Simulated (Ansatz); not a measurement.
Values for one crystal, relaxed and computed with the program Ansatz at the PBE level (PAW); other levels are named.

| Property | Result |
|---|---|
| Volume per atom | 112.33 Å³ |
| Electronic character | metallic (no gap) |
| Bulk modulus (Birch–Murnaghan fit) | 2.6 GPa |
| Density of states at the Fermi level | 2.0 states/eV per atom (mean over ±0.08 eV) |
| Gap with spin–orbit coupling | none (metallic) |
| Pressure derivative B′ | 2.5 |

### Question
Pick the material that matches.
A. Re, dhcp (α-La type)
B. Al, fcc (Cu type)
C. Co, simple cubic
D. Sr, diamond

### Answer
D, Sr, diamond

Space group Fd-3m (diamond). The start of the workflow was typed in or built on a structure type; neither database checked (COD, Materials Project) lists it. It is not the phase usual at ambient conditions (space group No. 225). The cell was relaxed with PBE under the symmetry of its start; whether a distortion lowers the energy is not shown. The volume moved by 26 % from the start of the relaxation. Spin–orbit coupling is left out wherever it is not named.

Potentials: the later of the program's two PAW sets.
